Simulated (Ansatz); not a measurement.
Question: Bulk modulus by a P(V) fit from PBE minus that from PBEsol (% of the latter), each on its own relaxed cell (Ansatz, a quantum-chemistry and plane-wave program, plane waves, PAW; no spin–orbit coupling, no Hubbard U), over 12 phases of the class «hydrides and hydroxides»: what sign and size do you expect?

Answer: Mean -8 %, median -8 %, mean absolute 8 %; eight in ten lie between -12 and -3 %, and 0 % are above zero.

The phases are those computed here (of each formula those with measured values and the lowest at some level), not a balanced benchmark, and neither functional is the truth. Pairs that end in unlike spin orders or unlike minima (c/a over 6 % apart, 30 % for weakly bound crystals), magnets with 4f shells, solids of gases and phases set aside for tests are left out.

1 of the phases carry moments, in the orders computed and without U.

All cells were relaxed under the symmetry of their starts (and spin orders); stability against distortions was not tested throughout.

Potentials: the later of the program's two PAW sets.

Ansatz is a plane-wave DFT program.
